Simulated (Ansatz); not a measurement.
Nb2O5:
Space group C2/c (No. 15); a = 12.794 Å, b = 4.893 Å, c = 5.578 Å, α = γ = 90.00°, β = 104.56°

```tsv
atom	site	symmetry	x	y	z
Nb	8f	1	0.3597	0.2577	0.2490
O	8f	1	0.2055	0.0700	0.1280
O	4e	2	0.0000	0.1057	0.7500
O	8f	1	0.3901	0.0547	0.5267
```
(The calculation used a cell of 14 atoms; values per cell refer to that cell.)

Relaxed with r²SCAN.

### Question
Tabulate the valence density and the electron localisation function along the shortest Nb–O contact (1.80 Å), DFT-r²SCAN in the program Ansatz with PAW potentials.

### Answer


```csv
distance from Nb (Å),density (e/Å³),ELF
0.18,4.74,0.25
0.27,5.08,0.44
0.36,5.09,0.61
0.45,4.66,0.69
0.54,3.92,0.71
0.63,3.05,0.65
0.72,2.27,0.52
0.81,1.71,0.37
0.90,1.42,0.31
0.99,1.40,0.38
1.08,1.63,0.57
1.17,2.13,0.72
1.26,2.96,0.78
1.35,4.06,0.76
1.44,5.26,0.68
1.53,6.35,0.54
1.62,7.13,0.39
```

The density is the valence pseudo-density with augmentation charge, so density and ELF within about 1 Å of a nucleus are not all-electron values.

The first step of the workflow began from a Materials Project structure, measured or hypothetical; the Crystallography Open Database files this formula in space group No. 15, but the cells were not matched. Its standing as an ambient phase is unchecked. Symmetry was held in the r²SCAN relaxation; its stability against distortions is not shown here. No spin polarisation was allowed.

Potentials: the later of the program's two PAW sets.
